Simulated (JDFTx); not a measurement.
Input for a modified build of JDFTx: disilylmethane, CH8Si2 (SMILES [SiH3]C[SiH3]), charge 0, multiplicity 1, vacuum; lengths in bohr, energies in hartree.

```
lattice \
  25.0388711513 0.0000000000 0.0000000000 \
  0.0000000000 19.3696927774 0.0000000000 \
  0.0000000000 0.0000000000 18.8972612463
coords-type Cartesian
ion Si -3.0350233520 -0.7737527096 0.0007787582 0
ion C -0.0002331304 1.1395158656 0.0007047615 0
ion Si 3.0347686426 -0.7735378505 0.0006175040 0
ion H -5.2139305365 0.9404743153 0.0225526688 0
ion H -3.1538072501 -2.3486398677 -2.2716536481 0
ion H -3.1349030636 -2.3818835873 2.2506860131 0
ion H 0.0000801534 2.3818835873 1.6458751207 0
ion H -0.0006106522 2.3816630332 -1.6446809458 0
ion H 3.1353516078 -2.3803917947 -2.2501397172 0
ion H 3.1520721029 -2.3505020806 2.2716536481 0
ion H 5.2139305365 0.9403863546 -0.0186370482 0
ion-species pseudo/si_pbesol_v1.upf
ion-species pseudo/c_pbesol_v1.2.upf
ion-species pseudo/h_pbesol_v1.4.upf
elec-cutoff 20 100
elec-ex-corr gga-PBEsol
symmetries none
coulomb-interaction Isolated
coulomb-truncation-embed 0 0 0
elec-n-bands 10
electronic-minimize nIterations 150 energyDiffThreshold 1e-7
dump-name s0.$VAR
dump End State Ecomponents EigStats BandEigs Forces ElecDensity IonicPositions
```

The minimisation and the closing blocks of the log:

```
ElecMinimize: Iter:   0  Etot: -17.868941543013570  |grad|_K:  8.187e-04  alpha:  1.000e+00
ElecMinimize: Iter:   1  Etot: -18.220965142158256  |grad|_K:  2.279e-04  alpha:  1.331e+00  linmin: -6.635e-02
ElecMinimize: Iter:   2  Etot: -18.248662553383099  |grad|_K:  9.231e-05  alpha:  1.333e+00  linmin: -1.489e-03
ElecMinimize: Iter:   3  Etot: -18.253129350452909  |grad|_K:  3.793e-05  alpha:  1.335e+00  linmin: -2.139e-03
ElecMinimize: Iter:   4  Etot: -18.253863664942415  |grad|_K:  1.730e-05  alpha:  1.299e+00  linmin:  2.726e-04
ElecMinimize: Iter:   5  Etot: -18.254048871780775  |grad|_K:  7.641e-06  alpha:  1.578e+00  linmin:  8.146e-05
ElecMinimize: Iter:   6  Etot: -18.254085986495433  |grad|_K:  3.879e-06  alpha:  1.621e+00  linmin: -2.288e-05
ElecMinimize: Iter:   7  Etot: -18.254096422105640  |grad|_K:  2.121e-06  alpha:  1.768e+00  linmin: -1.744e-05
ElecMinimize: Iter:   8  Etot: -18.254099186650592  |grad|_K:  1.154e-06  alpha:  1.567e+00  linmin:  5.034e-06
ElecMinimize: Iter:   9  Etot: -18.254099940247876  |grad|_K:  5.441e-07  alpha:  1.442e+00  linmin: -1.633e-06
ElecMinimize: Iter:  10  Etot: -18.254100109510542  |grad|_K:  2.467e-07  alpha:  1.458e+00  linmin: -1.161e-05
ElecMinimize: Iter:  11  Etot: -18.254100142986552  |grad|_K:  1.069e-07  alpha:  1.402e+00  linmin: -7.314e-05
ElecMinimize: Iter:  12  Etot: -18.254100149418065  |grad|_K:  4.929e-08  alpha:  1.435e+00  linmin: -3.982e-04
ElecMinimize: Converged (|Delta Etot|<1.000000e-07 for 2 iters).

# Ionic positions in cartesian coordinates:
ion Si  -3.035023352000001  -0.773752709600000   0.000778758200000 0
ion Si   3.034768642600000  -0.773537850500000   0.000617504000000 0
ion C  -0.000233130400000   1.139515865600000   0.000704761500000 0
ion H  -5.213930536500000   0.940474315300000   0.022552668800000 0
ion H  -3.153807250100000  -2.348639867700000  -2.271653648100000 0
ion H  -3.134903063600000  -2.381883587300000   2.250686013100001 0
ion H   0.000080153400000   2.381883587300000   1.645875120700000 0
ion H  -0.000610652200000   2.381663033200000  -1.644680945800000 0
ion H   3.135351607800001  -2.380391794700000  -2.250139717200001 0
ion H   3.152072102900000  -2.350502080600000   2.271653648100000 0
ion H   5.213930536500000   0.940386354600000  -0.018637048200000 0

# Forces in Cartesian coordinates:
force Si   0.018111185993787   0.012755655718528  -0.000029861243541 0
force Si  -0.018133320818365   0.012739638957061   0.000041481736899 0
force C   0.000018872149742  -0.018571499440279  -0.000016455899963 0
force H  -0.009660736735488   0.006167834155213   0.000086175818290 0
force H  -0.000894122541649  -0.007437817030185  -0.009478279080472 0
force H  -0.000814676119487  -0.007575194568526   0.009400846102077 0
force H   0.000013602558013   0.005420226069784   0.009638722885562 0
force H  -0.000017725788951   0.005415878384693  -0.009627132817740 0
force H   0.000824019327821  -0.007561663761730  -0.009419012139045 0
force H   0.000895915266044  -0.007439840805103   0.009485718770282 0
force H   0.009657530333730   0.006168735404181  -0.000081450699886 0

# Energy components:
   Eewald =       40.1562925050100645
       EH =       52.8589339989294089
     Eloc =     -116.5001006642919492
      Enl =        2.2591185710127508
      Exc =       -8.7898031652482516
 Exc_core =        1.6457791164784825
       KE =       10.1156794886914323
-------------------------------------
     Etot =      -18.2541001494180648


	eMin: -0.638384 at state 0 ( [ +0.000000 +0.000000 +0.000000 ] spin 0 )
	HOMO: -0.272642 at state 0 ( [ +0.000000 +0.000000 +0.000000 ] spin 0 )
```

The run took 13 electronic cycles; the highest occupied level lies at -7.42 eV from the vacuum level.
